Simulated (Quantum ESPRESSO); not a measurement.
# Planted mistakes on one cell of Ga4O4NF

These are calculations, not measurements. They come from pw.x of Quantum ESPRESSO 7.5, a plane-wave density functional program, with PseudoDojo standard norm-conserving files (v0.5 for PBE, v0.4.1 for LDA and PBEsol). The cells are made up: elements, strain and atom displacements were drawn at random, and nothing was relaxed. There is no spin polarisation, spin-orbit coupling or dispersion term.

The cell has 10 sites of a corundum lattice. Sites 1 to 4 hold Ga Ga Ga Ga; sites 5 to 10 hold O O O O N F. Cell vectors in Å: (2.510, 1.405, 4.422); (-2.540, 1.429, 4.431); (0.005, -2.860, 4.435). Settings: PBE, cutoff 1143 eV, 5 x 5 x 5 k mesh shifted by half a step, Fermi-Dirac smearing of 0.025 eV.

The intended run has a self-consistency threshold of 1e-07 eV, a smearing term of 0.000 eV, a pressure of 21.63 GPa and 13 iterations. Each further run changes one thing: all lengths scaled by 0.9840; atoms of sites 7 and 9 exchanged; cutoff 741 eV; files of LDA; k mesh 2 x 2 x 2; one electron added; smearing 0.39 eV; threshold 0.8 eV. A coarse mesh keeps the shift, and a charged cell sits in a uniform background.

```
run,change of free energy (eV),smearing term -TS (eV),change of P (GPa),largest change of a force component (eV/Å),iterations
A,0.037,0.000,0.14,0.051,13
B,0.027,0.000,3.44,0.227,4
C,15.363,-0.004,42.59,0.814,12
D,0.804,0.000,14.26,0.498,12
E,0.027,0.000,-0.09,2.106,13
F,15.394,0.000,-15.50,0.330,13
G,-0.024,-0.100,0.38,0.040,12
H,11.591,0.000,-150.95,0.115,13
```

A rerun of the intended cell at 1437 eV and k mesh 7 x 7 x 7 moved values by no more than 0.004 eV in the cell's energy, 0.02 GPa in stress and 0.002 eV/Å in force.

Question: which change belongs to which run?

## Worked reading

Run B has the fewest iterations, as a run stopped early does. Run G has the largest smearing term, as wide smearing gives. Run H has a higher energy and the largest fall in pressure, as too small a basis gives. Run D changes the volume by a factor of 0.9528; minus its pressure change over the logarithm of that factor, 295 GPa, is a rough bulk modulus with clamped atoms. Energies from files of another functional, or of a charged cell, have another zero and say nothing on stability; the pressure of a charged cell rests on the program's zero of potential too.

## Key

| run | change |
| --- | --- |
| A | k mesh 2 x 2 x 2 |
| B | threshold 0.8 eV |
| C | one electron added |
| D | all lengths scaled by 0.9840 |
| E | atoms of sites 7 and 9 exchanged |
| F | files of LDA |
| G | smearing 0.39 eV |
| H | cutoff 741 eV |